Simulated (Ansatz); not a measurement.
## InP with Bi replacing In: gradients before and after relaxing the atoms

Start: a supercell of InP (zinc blende type, F-43m) built from an entry of the Crystallography Open Database (COD) (the entry's cell lengths or inner coordinates differ somewhat from later room-temperature determinations), with all atoms left at the host's positions.

```cif
data_In26BiP27
_symmetry_space_group_name_H-M 'F-43m'
_symmetry_Int_Tables_number 216
_cell_length_a 17.5830
_cell_length_b 17.5830
_cell_length_c 17.5830
_cell_angle_alpha 90.000
_cell_angle_beta 90.000
_cell_angle_gamma 90.000
loop_
_atom_site_label
_atom_site_type_symbol
_atom_site_symmetry_multiplicity
_atom_site_Wyckoff_symbol
_atom_site_fract_x
_atom_site_fract_y
_atom_site_fract_z
Bi Bi 4 a 0.0000 0.0000 0.0000
In2 In 48 h 0.1667 0.0000 0.1667
In5 In 16 e 0.3333 0.8333 0.1667
In9 In 16 e 0.6667 0.6667 0.3333
In15 In 24 f 0.5000 0.6667 0.5000
P28 P 16 e 0.0833 0.9167 0.0833
P29 P 24 g 0.2500 0.9167 0.2500
P33 P 48 h 0.5833 0.7500 0.4167
P41 P 16 e 0.4167 0.5833 0.4167
P54 P 4 c 0.7500 0.2500 0.7500
```

One atom of each set is listed; the run and its k-mesh use a cell of 54 atoms with edges of 12.43, 12.43, 12.43 Å.

Method: Kohn–Sham DFT in Ansatz, PBE, plane waves and PAW, scalar-relativistic, 420 eV cutoff, Γ-centred 2×2×2 k-points, Fermi–Dirac smearing 0.01 eV.

The largest force at the start is 1.7 eV/Å. Relaxing the ions at fixed cell moves them by 0.170 Å at most (atom 28, P) and 0.049 Å rms.

```
site  moved (Å)              first shell before               first shell after  V_zz before (10²¹ V/m²)  η before
  Bi      0.000                   4 P at 2.54 Å                   4 P at 2.71 Å                     0.00         –
 In2      0.034                   4 P at 2.54 Å              4 P at 2.52–2.53 Å                     1.77      0.37
 In5      0.003                   4 P at 2.54 Å              4 P at 2.53–2.54 Å                    -0.18      0.00
 In9      0.001                   4 P at 2.54 Å                   4 P at 2.54 Å                    -0.19      0.00
In15      0.001                   4 P at 2.54 Å                   4 P at 2.54 Å                     0.18      0.73
 P28      0.170  1 Bi at 2.54 Å, 3 In at 2.54 Å  3 In at 2.52 Å, 1 Bi at 2.71 Å                     1.75      0.00
 P29      0.007                  4 In at 2.54 Å             4 In at 2.52–2.53 Å                     0.52      0.10
 P33      0.002                  4 In at 2.54 Å             4 In at 2.53–2.54 Å                    -0.16      0.76
 P41      0.000                  4 In at 2.54 Å                  4 In at 2.54 Å                   -0.046      0.00
```

**Question.** What are V_zz and η after the relaxation?

**Answer.** 

| site | V_zz after | η after | change of V_zz |
| --- | --- | --- | --- |
| Bi | 0.00 | – | 0.00 |
| In2 | -1.75 | 0.15 | – |
| In5 | <0.005 | – | +0.18 |
| In9 | 0.10 | 0.00 | +0.29 |
| In15 | -0.088 | 0.90 | – |
| P28 | -0.051 | 0.00 | -1.80 |
| P29 | -0.48 | 0.11 | -1.00 |
| P33 | -0.052 | 0.53 | – |
| P41 | -0.049 | 0.00 | 0.00 |

The largest change of V_zz along a kept axis is on P28, from 1.75 to -0.051. On P29 V_xx and V_yy change places (or their axes turn by over 50°), so the two values of η hide a larger change. V_zz changes sign on P28 (same axis), P29 (same axis), In9 (same axis). On In2, In15, P33 the largest principal value lies along another axis in the second run, so the two V_zz can't be compared directly. Other sites without a gradient aren't listed.

The run isn't spin-polarised, and a state with spin may lie lower. The defect repeats with the cell of 54 atoms, so it feels its images: sites between two images don't show the values beside a lone defect, and zeros or small values of η there can come from the images' arrangement. The defect cell has no gap above 0.1 eV on its mesh, so the values can hang on the smearing and the k-mesh. Without spin–orbit coupling the gradients at and beside Bi can be off by some per cent, at some sites by more.
Before: The neighbours have not yet relaxed around the defect (largest force 1.7 eV/Å), so a real crystal will differ.
After: The relaxation keeps the site symmetry -43m of the start, so the impurity can't leave its site; a distortion that would localise the partly filled state isn't explored.
